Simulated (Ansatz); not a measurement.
Au, DFT, PBEsol, all-electron PAW with datasets made for the crystal, scalar-relativistic (Ansatz 0.2.0), run on 1 thread of Intel(R) Xeon(R) Platinum 8488C (Sapphire Rapids) on a shared host.

The cell comes from COD entry 1545302, which wasn't checked; take it as a given geometry. The listed cell was then made from it by scaling, straining or moving an atom.

Command: `ansatz run input.yaml --threads 1 --pin off --max-ram 3072MiB --backend cpu --events-out ev --progress --plain --runs-dir out`

```yaml
crystal:
  lattice:
    - [2.8999984104, 0.0, 0.0]
    - [-1.4499992052, 2.5114722944, 0.0]
    - [0.0, 0.0, 4.9288]
  atoms:
    - { symbol: Au, position: [0.3333333333, 0.6666666667, 0.75] }
    - { symbol: Au, position: [0.6666666667, 0.3333333333, 0.25] }
kpoints:
  mp_grid: { grid: [14, 14, 8] }
scf:
  occupations: { method: fermi_dirac, width: 0.03 }
hamiltonian:
  xc: pbesol
  pseudopotentials: { kind: all_electron, datasets: crystal }
output:
  forces: true
  stress: true
  eigenvalues: true
  efg: { contact_densities: true }
```

(1) How large is the problem that the program sets up?

(2) Estimate the wall time and the peak memory.

(3) And the same cell and mesh by PAW with the default files, asked for forces, stress, eigenvalues, efg, on the same hardware?

Answers

(1) 120 irreducible k-points, 337 plane waves at Γ, 15 bands.

(2) 10 s of wall time for 9 SCF iterations, with a peak of 0.56 GiB. Times on shared machines scatter by tens of per cent.

(3) 4.2 s, peak memory 0.45 GiB.
